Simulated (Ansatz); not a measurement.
The computed numbers are results of PBE, scalar-relativistic (no spin polarisation) in the plane-wave PAW code Ansatz at 420 eV, 10×10×6 k-mesh, Gaussian smearing of 0.05 eV. The datasets are Ansatz's generated set soft_2.

A compound MoX has these computed properties.

| Item | Value |
| --- | --- |
| Space group | P6_3/mmc (No. 194) |
| Conventional cell | a = 4.358 Å, b = 4.358 Å, c = 5.253 Å, α = 90.00°, β = 90.00°, γ = 120.00° |
| Volume | 21.60 Å³/atom |
| Band gap | zero (metallic) |
| Density of states at the Fermi level | 0.51 states/(eV·atom) |
| Bader charges | Mo 0.28; X -0.28 e |
| Formation energy from the elements (0 K, uncorrected) | 0.31 eV/atom (unstable against the elements) |
| Bulk modulus (Birch–Murnaghan) | 129 GPa |
| Pressure derivative B0′ | 4.8 |

Sites: Mo on 2a, X on 2c.

Which element is X?
A. Sn
B. In
C. Sb
D. Te

C. X is Sb, so the compound is MoSb.

The structure was built from a prototype; whether the compound forms in it isn't claimed.

Spin–orbit coupling, which matters for such heavy elements, is left out.
